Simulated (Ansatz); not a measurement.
## Diamond alloy of Si and Ge (12 of 64 Si sites exchanged), 64 atoms

Ansatz, PAW, plane waves. PBEsol relaxation of volume and atoms (shape held) at the single k point (¼, ¼, ¼) without its symmetry partners; single points on the relaxed atoms at the Γ point alone, onto which points of the small cell's zone fold. Arrangement: random. No spin–orbit coupling unless named.

Relaxed structure:

```cif
data_structure
_symmetry_space_group_name_H-M 'P 1'
_symmetry_Int_Tables_number 1
_cell_length_a 10.9463
_cell_length_b 10.9463
_cell_length_c 10.9463
_cell_angle_alpha 90.000
_cell_angle_beta 90.000
_cell_angle_gamma 90.000
_cell_volume 1311.60
loop_
_atom_site_label
_atom_site_type_symbol
_atom_site_fract_x
_atom_site_fract_y
_atom_site_fract_z
_atom_site_occupancy
Si1 Si 0.99887 0.00218 0.00104 1
Si2 Si 0.99690 0.49665 0.99732 1
Si3 Si 0.00208 0.50032 0.49862 1
Si4 Si 0.50068 0.99986 0.99992 1
Si5 Si 0.49810 0.00127 0.50250 1
Si6 Si 0.50035 0.49871 0.99991 1
Si7 Si 0.12398 0.12661 0.12466 1
Si8 Si 0.12756 0.12668 0.62726 1
Si9 Si 0.12506 0.62474 0.62514 1
Si10 Si 0.62336 0.12734 0.12246 1
Si11 Si 0.62378 0.12604 0.62454 1
Si12 Si 0.62525 0.62364 0.12507 1
Si13 Si 0.62690 0.62684 0.62834 1
Si14 Si 0.25008 0.24995 0.00022 1
Si15 Si 0.24783 0.24864 0.49862 1
Si16 Si 0.25063 0.74932 0.50115 1
Si17 Si 0.74956 0.25112 0.99987 1
Si18 Si 0.74802 0.24848 0.49789 1
Si19 Si 0.74920 0.74874 0.00003 1
Si20 Si 0.75103 0.74707 0.50236 1
Si21 Si 0.37571 0.37422 0.12524 1
Si22 Si 0.37944 0.87578 0.12539 1
Si23 Si 0.37508 0.87517 0.62567 1
Si24 Si 0.87457 0.37474 0.12485 1
Si25 Si 0.87439 0.87533 0.12147 1
Si26 Si 0.87471 0.87143 0.62505 1
Si27 Si 0.25271 0.00226 0.74864 1
Si28 Si 0.25194 0.49642 0.25171 1
Si29 Si 0.24786 0.50120 0.75197 1
Si30 Si 0.75067 0.49917 0.24906 1
Si31 Si 0.74840 0.50082 0.75204 1
Si32 Si 0.37700 0.12757 0.37732 1
Si33 Si 0.37597 0.12470 0.87651 1
Si34 Si 0.37309 0.62610 0.37334 1
Si35 Si 0.37788 0.62267 0.87292 1
Si36 Si 0.87627 0.12811 0.37509 1
Si37 Si 0.87661 0.12761 0.87763 1
Si38 Si 0.87312 0.62244 0.37707 1
Si39 Si 0.87412 0.62430 0.87537 1
Si40 Si 0.99997 0.25155 0.24940 1
Si41 Si 0.00255 0.24886 0.75222 1
Si42 Si 0.99776 0.74673 0.74831 1
Si43 Si 0.50003 0.24996 0.24934 1
Si44 Si 0.50137 0.24866 0.75261 1
Si45 Si 0.49870 0.74728 0.24803 1
Si46 Si 0.50008 0.75017 0.74991 1
Si47 Si 0.12548 0.37436 0.37487 1
Si48 Si 0.12549 0.37493 0.87588 1
Si49 Si 0.12727 0.87382 0.37717 1
Si50 Si 0.62697 0.37358 0.37191 1
Si51 Si 0.62533 0.37519 0.87571 1
Si52 Si 0.62346 0.87326 0.87689 1
Ge1 Ge 0.00078 0.00008 0.50162 1
Ge2 Ge 0.50269 0.50177 0.49841 1
Ge3 Ge 0.12457 0.61955 0.12464 1
Ge4 Ge 0.25408 0.74986 0.99944 1
Ge5 Ge 0.37331 0.37362 0.62682 1
Ge6 Ge 0.87515 0.37444 0.62543 1
Ge7 Ge 0.25170 0.00057 0.25058 1
Ge8 Ge 0.75072 0.00234 0.24795 1
Ge9 Ge 0.75039 0.99964 0.75111 1
Ge10 Ge 0.99807 0.75061 0.25172 1
Ge11 Ge 0.12337 0.87696 0.87202 1
Ge12 Ge 0.62321 0.87279 0.37718 1
```

Q: What are the mean bond lengths by pair (pairs within 1.2 times the sum of covalent radii, less contacts 15 % beyond the pair's median; cation–cation pairs of compounds aside; long ionic contacts are cut short by that bound)?

A: Ge–Ge 2.436 ± 0.004 Å (standard deviation, 5 bonds); Ge–Si 2.393 ± 0.005 Å (standard deviation, 38 bonds); Si–Si 2.356 ± 0.006 Å (standard deviation, 85 bonds).

Q: What gap lies between the top filled and the lowest empty level in the single points?

A: HSE06 1.19 eV (9.3 min on 7 threads of Neoverse-V2). An indirect band minimum needn't fold onto Γ of this cell; where it doesn't, these gaps are too wide.
